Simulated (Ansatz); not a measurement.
**Elastic constants of LuSb (Fm-3m) under pressure**

```
Lu Sb
1.0
     0.00000    2.99814    2.99814
     2.99814    0.00000    2.99814
     2.99814    2.99814    0.00000
Lu Sb
1 1
Direct
  0.00000 0.00000 0.00000
  0.50000 0.50000 0.50000
```

This is the zero-pressure cell. At each pressure cell and atoms are relaxed in this structure, and the constants are slopes of the stress at strains of ±0.005 with relaxed ions (the coefficients that govern stability under load). Level: PBEsol, PAW on Ansatz 0.2.0's default frozen-core files (fitted under PBE), scalar-relativistic; k mesh 14×14×14, strains of ±0.005, Fermi-Dirac smearing of 0.100 eV, cutoff 420 eV. P is the pressure of the relaxed cell, less that of this one.

| P (GPa) | V/V₀ | C11 (GPa) | C12 (GPa) | C44 (GPa) |
| --- | --- | --- | --- | --- |
| 0.00 | 1.0000 | 170.2 | 16.4 | 25.4 |
| 0.99 | 0.9859 | 180.7 | 17.1 | 25.2 |
| 2.01 | 0.9724 | 191.3 | 17.7 | 24.9 |
| 4.03 | 0.9478 | 212.2 | 19.0 | 24.4 |
| 6.96 | ? | ? | ? | ? |
| 9.97 | 0.8898 | 270.5 | 22.8 | 22.7 |
| 14.99 | 0.8515 | 317.5 | 25.9 | 21.0 |

Q: Does the bulk modulus from the constants agree with the pressure-volume curve?

A: A third-order Birch-Murnaghan fit to the volumes shown (F against f, f = [(V₀/V)^(2/3) − 1]/2) gives B₀ = 67.7 GPa and B′ = 4.0. Its −V dP/dV stands beside (C11 + 2C12)/3:

| P (GPa) | from P(V) | from the constants |
| --- | --- | --- |
| 0.00 | 67.7 | 67.7 |
| 0.99 | 71.6 | 71.6 |
| 2.01 | 75.6 | 75.6 |
| 4.03 | 83.4 | 83.4 |
| 9.97 | 105.4 | 105.4 |
| 14.99 | 123.2 | 123.1 |

Q: What are the pressure derivatives at zero pressure?

A: Slopes at V₀ of quadratic fits in −ln(V/V₀) through the first four rows shown, divided by B₀: dC11/dP = 10.7, dC12/dP = 0.7, dC44/dP = -0.2. The mean slopes up to 2.0 GPa are 10.6, 0.6, -0.2; curvature and scatter of the constants part the two. The combination (dC11/dP + 2 dC12/dP)/3 = 4.0 stands against B′.

Q: Fill the row at 6.96 GPa.

A: Cubic fits in −ln(V/V₀) through all rows shown give C11 = 241.4, C12 = 20.9, C44 = 23.6 GPa. Computed: V/V₀ = 0.9171, C11 (GPa) = 241.3, C12 (GPa) = 20.9, C44 (GPa) = 23.6.

Q: Does a shear stiffness soften?

A: C44 goes from 25.4 to 21.0 GPa; (C11 − C12)/2 goes from 76.9 to 145.8 GPa. C44 softens under pressure, though the lattice stays mechanically stable over this range.

Known limits: the structure is a database entry and needn't be the stable phase; no other phase was computed; many crystals of this kind change structure within this range, and rows or crossings beyond such a change describe a metastable lattice; frozen-core PAW files fitted under PBE, their cores solved anew for the functional of the run; responses of metals move with mesh and smearing; phonons weren't checked at these pressures.
